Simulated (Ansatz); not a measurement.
ZrCu:
```cif
data_Cu2Zr2
_chemical_formula_sum 'Zr2 Cu2'
_space_group_name_H-M_alt 'P21/m'
_space_group_IT_number 11
_space_group_name_Hall '-P 2yb'
_cell_length_a 3.27703
_cell_length_b 4.12568
_cell_length_c 5.29886
_cell_angle_alpha 90.000
_cell_angle_beta 103.399
_cell_angle_gamma 90.000
loop_
_atom_site_label
_atom_site_type_symbol
_atom_site_symmetry_multiplicity
_atom_site_Wyckoff_symbol
_atom_site_fract_x
_atom_site_fract_y
_atom_site_fract_z
_atom_site_occupancy
Zr1 Zr 2 e 0.36150 0.75000 0.20185 1
Cu1 Cu 2 e 0.06379 0.75000 0.64386 1
```

Relaxed at zero pressure with plane-wave PAW r²SCAN (Ansatz code).

Task: The volume is raised by 3 % and shape and atoms relax at that volume. What pressure results, and how do the axes share the change?

Result: -3.4 GPa; a 1.4 %, b 0.9 %, c 0.6 %; the energy rises by 6 meV/atom.

Task: Give the new structure.

Result: 
Space group P2₁/m (No. 11); a = 3.323 Å, b = 4.162 Å, c = 5.331 Å, α = γ = 90.00°, β = 103.27°

```json
[
 {"atom": "Zr", "site": "2e", "symmetry": "m", "x": "0.3617", "y": "0.7500", "z": "0.2032"},
 {"atom": "Cu", "site": "2e", "symmetry": "m", "x": "0.0640", "y": "0.7500", "z": "0.6441"}
]
```

The phase is kept; no other phase was compared at this pressure.

Space group P2_1/m. The workflow started from a Materials Project entry (that database holds measured and hypothetical structures alike); the Crystallography Open Database copy checked does not list it. Its standing as an ambient phase is unchecked. The cell was relaxed with r²SCAN under the symmetry of its start; whether a distortion lowers the energy is not shown. No spin polarisation was allowed. Axis ratios of metals converge slowly with the k-mesh, so a and c are less sure than the volume.

Potentials: the later of the program's two PAW sets.
